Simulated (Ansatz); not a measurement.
Cs2InAgBr6 in space group Fm-3m (No. 225; Cs on 8c, In on 4a, Ag on 4b, Br on 24e), r²SCAN (plane waves, PAW; program Ansatz). The conduction-band minimum lies at Γ, with 1 equivalent valley. Second derivatives d²E/dk² of the lowest band at one valley (eV·Å²), along Cartesian directions:

```csv
direction,d²E/dk²
[100],36.78
[010],36.78
[001],36.78
[110],36.77
[101],36.77
[011],36.77
```

Question: Find the principal effective masses, the density-of-states mass and the conductivity mass.

Answer: Off-diagonal terms follow from H_xy = H[110] − (H_xx + H_yy)/2, and m*/mₑ = 7.620 eV·Å² over each eigenvalue: 0.21, 0.21, 0.21. One valley's DOS mass (m₁m₂m₃)^(1/3) = 0.21, conductivity mass 3/(Σ 1/mᵢ) = 0.21 mₑ.

Question: What effective density of states Nc follows at 300 K for parabolic valleys?

Answer: Nc = 2.509e19 × 1 × (0.21)^(3/2) ≈ 2.4e18 cm⁻³.

The first step of the workflow began from a Materials Project structure, measured or hypothetical; the Crystallography Open Database copy checked does not list it. Its standing as an ambient phase is unchecked. Symmetry was held in the r²SCAN relaxation; whether a distortion lowers the energy is not shown. No spin polarisation was allowed. Spin–orbit coupling is left out wherever it is not named.

Potentials: the later of the program's two PAW sets.

Edges and masses are those of Kohn–Sham bands, whose gap is no quasiparticle gap.
